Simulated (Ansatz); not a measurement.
GeTePb$_{2}$Se$_{2}$:
Space group P3m1 (No. 156); a = b = 4.2881 Å, c = 10.8952 Å, α = β = 90.00°, γ = 120.00°

| atom | site | symmetry | x | y | z |
|---|---|---|---|---|---|
| Ge | 1a | 3m. | 0.0000 | 0.0000 | 0.0019 |
| Te | 1c | 3m. | 0.6667 | 0.3333 | 0.8652 |
| Pb | 1c | 3m. | 0.6667 | 0.3333 | 0.3107 |
| Pb | 1b | 3m. | 0.3333 | 0.6667 | 0.6502 |
| Se | 1b | 3m. | 0.3333 | 0.6667 | 0.1660 |
| Se | 1a | 3m. | 0.0000 | 0.0000 | 0.5059 |

Relaxed with r²SCAN+D4. The program Ansatz at the r²SCAN+D4 level (PAW) gives a gap of 0.85 eV.

Task: What gap does HSE06 give on the same cell (Ansatz, PAW)?

Result: 0.99 eV, 0.14 eV more. The hybrid was solved on a coarser mesh and at special points; the gap given is the minimum over both.

| k | v1 r²SCAN+D4 | c1 r²SCAN+D4 | v1 HSE06 | c1 HSE06 |
|---|---|---|---|---|
| Γ | -0.41 | 1.61 | (withheld) | (withheld) |
| A | -0.09 | 1.26 | -0.07 | 1.41 |
| K | -1.45 | 2.91 | (withheld) | (withheld) |
| H | -0.66 | 1.68 | (withheld) | (withheld) |
| M | -1.21 | 2.18 | (withheld) | (withheld) |
| L | 0.00 | 0.85 | 0.00 | 0.99 |

Task: Top valence (v1) and lowest conduction level (c1) in eV from each method's valence maximum (which need not be a listed point): supply the withheld HSE06 values.

Result: 
- K, v1 HSE06: -1.55
- K, c1 HSE06: 3.21
- H, v1 HSE06: -0.71
- H, c1 HSE06: 1.93
- M, v1 HSE06: -1.30
- M, c1 HSE06: 2.40
- Γ, v1 HSE06: -0.41
- Γ, c1 HSE06: 1.83

Cost on shared cores: the r²SCAN+D4 run (SCF on a 8×8×3 mesh, then bands and DOS) about 4 core-minutes (a rough figure), the HSE06 run (SCF on 5×5×2, then a few points) roughly 10 core-minutes; the tasks are unlike.

The first step of the workflow began from a Materials Project structure, measured or hypothetical; the Crystallography Open Database copy checked does not list it. Whether it is the stable phase at ambient conditions was not checked. Symmetry was held in the r²SCAN+D4 relaxation; whether a distortion lowers the energy is not shown. Spin–orbit coupling is left out wherever it is not named.

Potentials: the later of the program's two PAW sets.
